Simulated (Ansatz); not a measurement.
LiNbO3:
```
LiNbO3
1.0
    2.57285     1.48544     4.61909
   -2.57285     1.48544     4.61909
    0.00000    -2.97088     4.61909
Li Nb O
2 2 6
Direct
  0.35673   0.35673   0.35673
  0.64327   0.64327   0.64327
  0.14411   0.14411   0.14411
  0.85589   0.85589   0.85589
  0.22004   0.56022   0.95640
  0.77996   0.43978   0.04360
  0.56022   0.95640   0.22004
  0.43978   0.04360   0.77996
  0.95640   0.22004   0.56022
  0.04360   0.77996   0.43978
```

Relaxed with LDA.

Give the optical modes at the zone centre with their infrared and Raman activity from DFPT, LDA in the plane-wave PAW code Ansatz.

Transverse frequencies, without the LO–TO term; a row sums one degenerate level.

| ω (cm⁻¹) | degeneracy | IR ((D/Å)²/amu) | Raman (Å⁴/amu) | activity | symmetry |
|---|---|---|---|---|---|
| 172 | 1 | 0.00 | 9.0 | Raman | Ag |
| 211 | 2 | 0.00 | 23 | Raman | Eg |
| 224 | 2 | 20.11 | 0 | IR | Eu |
| 256 | 2 | 82.03 | 0 | IR | Eu |
| 258 | 1 | 0.00 | 12 | Raman | Ag |
| 261 | 1 | 9.83 | 0 | IR | Au |
| 272 | 2 | 0.00 | 51 | Raman | Eg |
| 298 | 2 | 0.00 | 22 | Raman | Eg |
| 313 | 1 | 17.92 | 0 | IR | Au |
| 337 | 1 | 0.00 | 27 | Raman | Ag |
| 399 | 2 | 21.02 | 0 | IR | Eu |
| 476 | 1 | 0.00 | 52 | Raman | Ag |
| 479 | 2 | 0.00 | 150 | Raman | Eg |
| 517 | 1 | 11.40 | 0 | IR | Au |
| 598 | 2 | 95.00 | 0 | IR | Eu |
| 686 | 2 | 0.00 | 59 | Raman | Eg |
| 726 | 1 | 0.00 | 940 | Raman | Ag |
| 784 | 1 | 2.42 | 0 | IR | Au |

How high does the top mode go among those that the LO–TO term moves?

820 cm⁻¹ for q along x, 820 cm⁻¹ for q along y, 801 cm⁻¹ for q along z.

Space group R-3. The first step of the workflow began from a Materials Project structure, measured or hypothetical; the Crystallography Open Database files this formula in space group No. 148, but the cells were not matched. It is not the phase usual at ambient conditions (space group No. 161). Symmetry was held in the LDA relaxation; phonons on a q-mesh show no instability. The run is not spin-polarised.

Potentials: the later of the program's two PAW sets.
